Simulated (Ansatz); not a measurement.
## Structures of SbRu2: which is lowest?

Plane-wave DFT in Ansatz with scalar-relativistic PAW potentials, cutoff 420 eV, Γ-centred meshes chosen by cell and gap, Gaussian smearing with energies taken to zero width. Every cell was relaxed (cell and atoms) in a run of its own, within the symmetry of its start. Functional: PBE.

Relaxed structures (starts from databases or built by putting these elements on another compound's sites):
A. Fm-3m, 3 atoms in the computed cell, a = 6.062 Å; sites (symmetry × multiplicity) Sb m-3m × 4, Ru -43m × 8; start: built
B. I4/mmm, 3 atoms in the computed cell, a = 3.552 Å, c = 7.941 Å; sites (symmetry × multiplicity) Sb 4/mmm × 2, Ru 4mm × 4; start: built

Task: Rank them by energy. Could pressure change the order?

Result:
| structure | group | E − E(lowest) (meV/atom) | V (Å³/atom) | gap on mesh (eV) |
| --- | --- | --- | --- | --- |
| A | Fm-3m | 0.0 | 18.57 | 0.00 |
| B | I4/mmm | 48 | 16.70 | 0.00 |

A is lowest, 48 meV/atom under B. B is denser by 1.87 Å³/atom, so pressure favours it: ΔE/ΔV, with ΔE in eV and 1 eV/Å³ = 160.2 GPa, gives about 4.1 GPa for equal enthalpy if both cells were rigid, a rough figure since the two compress differently. Other structures may lie lower than all of these, and vibrations aren't counted.

Spin-orbit coupling is left out, which matters for the bands of heavy elements.